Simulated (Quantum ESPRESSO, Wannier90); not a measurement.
**Wannier functions of Ru (hcp (Mg type))**

```xyz
2
Lattice="2.7078 0.0000 0.0000 -1.3539 2.3450 0.0000 0.0000 0.0000 4.2681" Properties=species:S:1:pos:R:3 pbc="T T T"
Ru     1.3539    -0.7817     1.0670
Ru    -1.3539     0.7817    -1.0670
```

Cell from Materials Project (mp-33), symmetrised, no further relaxation. This is the element's usual structure. Level: PBEsol, no spin polarisation, no spin-orbit coupling; pw.x of Quantum ESPRESSO at 68 Ry with PseudoDojo potentials, 12×12×6 k-points, Wannier90. Density: 18×18×10 mesh, cold smearing 0.01 Ry.

Functional, cutoff and mesh named above are those of the base row (PBEsol); the first column says what each row takes instead. Model: 18 functions from bands 9-37, start hydrogen-like Ru: s;p;d, disentangled but not localised (num_iter = 0), frozen window tied to the conduction edge or Fermi level of each row, as listed, which moves Ω_I and hoppings a little by itself. Energies are relative to the Fermi level; the misfit is to pw.x on a path, for states up to 1.0 eV relative to the Fermi level. The functional changes, each with its own PseudoDojo files and their cutoffs, on the same cell. The disentangled Ω_I can sit in another minimum from row to row.

| functional | frozen to (eV) | Ω_I (Å²) | rms misfit (meV) | bottom of band 9 (eV) |
|---|---|---|---|---|
| LDA | 1.50 | 15.58 | 3.8 | -8.07 |
| PBE | 1.50 | 15.36 | 6.9 | -8.00 |
| PBEsol | 1.50 | 15.38 | 7.7 | -8.08 |
